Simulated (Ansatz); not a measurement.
# Vibrational response of Al₅Co₃Ru₂

The calculation used Ansatz, DFT PBE, scalar-relativistic, plane waves, PAW. Cutoff 420 eV, 12×12×4 k-points (Γ-centred), Fermi-Dirac smearing of 0.15 eV. No spin polarisation. Phonons by linear response, acoustic sum rule imposed.

Equilibrium structure at this level:
```
Al Co Ru
1.0
     2.92994    0.00000    0.00000
     0.00000    2.92994    0.00000
     0.00000    0.00000   14.53765
Al Co Ru
5 3 2
Direct
  0.00000 0.00000 0.59751
  0.00000 0.00000 0.80576
  0.00000 0.00000 0.00000
  0.00000 0.00000 0.19424
  0.00000 0.00000 0.40249
  0.50000 0.50000 0.90448
  0.50000 0.50000 0.09552
  0.50000 0.50000 0.50000
  0.50000 0.50000 0.70188
  0.50000 0.50000 0.29812
```

The structure comes from a generated guess, relaxed at this level; another structure or a mixture of phases may lie lower. In a metal, frequencies depend on the k mesh and the smearing, soft modes most.

Optical modes at Γ:
| frequency (cm⁻¹) | degeneracy |
| --- | --- |
| 88 | 2 |
| 102 | 2 |
| 130 | 1 |
| 151 | 1 |
| 164 | 2 |
| 173 | 2 |
| 219 | 1 |
| 231 | 1 |
| 283 | 2 |
| 286 | 2 |
| 301 | 2 |
| 303 | 2 |
| 311 | 2 |
| 314 | 1 |
| 321 | 1 |
| 345 | 1 |
| 367 | 1 |
| 382 | 1 |

All 27 optical modes at Γ are real: no displacement of atoms at fixed cell lowers the energy to second order. Strains and modes at other wave vectors aren't tested by this run.
